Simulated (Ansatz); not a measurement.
ZrB:
```
ZrB
1.0
    0.00000     2.45580     2.45580
    2.45580     0.00000     2.45580
    2.45580     2.45580     0.00000
Zr B
1 1
Direct
  0.00000   0.00000   0.00000
  0.50000   0.50000   0.50000
```

Relaxed with r²SCAN. Special points in fractions of this cell's reciprocal vectors: Γ (0.000, 0.000, 0.000); X (0.500, 0.000, 0.500); U (0.625, 0.250, 0.625); K (0.375, 0.375, 0.750); L (0.500, 0.500, 0.500); W (0.500, 0.250, 0.750).

List the band energies nearest the Fermi level at these points for r²SCAN with spin–orbit coupling (plane waves, PAW; program Ansatz).

In eV from the Fermi level; about four levels below and three above (degenerate sets whole), none deeper than 8.9 eV; points with the same levels are listed once.

```
k                    below                above
-  -----------------------  -------------------
Γ              -8.63 -8.63  1.95 1.95 1.95 1.95
X  -0.97 -0.97 -0.71 -0.71  2.03 2.03 2.15 2.15
U  -1.73 -1.73 -1.13 -1.13  0.14 0.14 2.95 2.95
L  -1.26 -1.26 -1.23 -1.23  5.13 5.13 5.13 5.13
W  -1.11 -1.11 -0.96 -0.96  4.72 4.72 4.73 4.73
```

Space group Fm-3m (rock salt). The workflow started from an entry of the Crystallography Open Database (COD). Its standing as an ambient phase is unchecked. Symmetry was held in the r²SCAN relaxation; its stability against distortions is not shown here. No spin polarisation was allowed. The volume moved by 18 % from the start of the relaxation.

Potentials: the later of the program's two PAW sets.
